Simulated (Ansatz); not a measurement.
CsPbCl3:
Space group Pm-3m (No. 221); a = b = c = 5.6155 Å, α = β = γ = 90.00°

```json
[
 {"atom": "Cs", "site": "1a", "symmetry": "m-3m", "x": "0.0000", "y": "0.0000", "z": "0.0000"},
 {"atom": "Pb", "site": "1b", "symmetry": "m-3m", "x": "0.5000", "y": "0.5000", "z": "0.5000"},
 {"atom": "Cl", "site": "3c", "symmetry": "4/mm.m", "x": "0.0000", "y": "0.5000", "z": "0.5000"}
]
```

Relaxed with PBEsol. PBEsol (plane waves, PAW; program Ansatz) gives a gap of 1.83 eV.

What gap does HSE06 give on the same cell (Ansatz, PAW)?

2.60 eV, 0.77 eV more. The hybrid was solved on a coarser mesh and at special points; its gap is the smallest among all of these.

```tsv
k	v1 PBEsol	c1 PBEsol	v1 HSE06	c1 HSE06
Γ	-2.49	3.23	(withheld)	(withheld)
R	0.00	1.83	0.00	2.60
M	-0.81	2.42	(withheld)	(withheld)
X	-1.68	2.93	(withheld)	(withheld)
```

Top valence (v1) and lowest conduction level (c1) in eV from each method's valence maximum (which need not be a listed point): supply the withheld HSE06 values.


- M, v1 HSE06: -0.94
- M, c1 HSE06: 3.20
- Γ, v1 HSE06: -3.11
- Γ, c1 HSE06: 4.05
- X, v1 HSE06: -1.96
- X, c1 HSE06: 3.73

Cost on shared cores: the PBEsol run (SCF on a 5×5×5 mesh, then bands and DOS) around 27 core-seconds (rough), the HSE06 run (SCF on 3×3×3, then a few points) roughly 70 core-seconds; the tasks are unlike.

This is a known high-temperature phase of the composition, computed here at zero pressure and temperature. Symmetry was held in the PBEsol relaxation; whether a distortion lowers the energy is not shown. Scalar-relativistic: spin–orbit coupling is off unless named, which matters more the heavier the elements.

Potentials: the later of the program's two PAW sets.
